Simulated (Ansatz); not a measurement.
Rh:
```
CELL_PARAMETERS angstrom
      0.00000     1.89994     1.89994
      1.89994     0.00000     1.89994
      1.89994     1.89994     0.00000
ATOMIC_POSITIONS crystal
  Rh 0.00000 0.00000 0.00000
```

Relaxed with r²SCAN. Special points in fractions of this cell's reciprocal vectors: Γ (0.000, 0.000, 0.000); X (0.500, 0.000, 0.500); U (0.625, 0.250, 0.625); K (0.375, 0.375, 0.750); L (0.500, 0.500, 0.500); W (0.500, 0.250, 0.750).

Question: List the band energies nearest the Fermi level at these points for DFT-r²SCAN in the program Ansatz with PAW potentials.

Answer: In eV from the Fermi level; about four levels below and three above (degenerate sets whole), none deeper than 8.9 eV; … stands for higher levels left out; points with the same levels are listed once.

| k | below | above |
|---|---|---|
| Γ | -8.17 -3.19 -3.19 -3.19 | … |
| X | -6.56 -6.19 | 0.50 1.04 1.04 |
| U | -5.73 -4.95 -2.12 -0.77 | 0.41 … |
| L | -6.35 -3.30 -3.30 | 0.58 0.58 … |
| W | -5.22 -3.94 -3.94 -1.29 | 1.04 … |

Space group Fm-3m (fcc (Cu type)). The cell was relaxed with r²SCAN under the symmetry of its start. No spin polarisation was allowed. Spin–orbit coupling is left out wherever it is not named.

Potentials: the later of the program's two PAW sets.
